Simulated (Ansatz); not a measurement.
## Thickness series of a surface: fcc Pt (110)

All-electron LAPW in Ansatz 0.2.0 under PBE, scalar-relativistic, energies extrapolated to zero smearing, no spin–orbit coupling, no spin polarisation. The 1×1 slabs (area 11.16 Å²) are cut from the bulk relaxed on PAW files, and their atoms are relaxed; γ counts from the bulk energy, Δd12 is the change of the outer spacing. No reconstruction is allowed, and meshes differ a little between slabs.

```tsv
planes	γ (J/m²)	Φ (eV)	Δd12 (%)
1	2.348	6.25	–
3	1.994	5.32	?
4	?	5.43	-17.5
6	1.937	5.36	-14.5
```

Fill in "γ (J/m²)" for the row "4".

1.912.

Give the missing entry: row "3", column "Δd12 (%)".

-6.2.

How far have the values settled with thickness?

Between 4 and 6 planes γ moves by +1.3 % and Φ by -0.07 eV. Thin films carry quantum-size oscillations, so two neighbours that agree don't prove convergence.
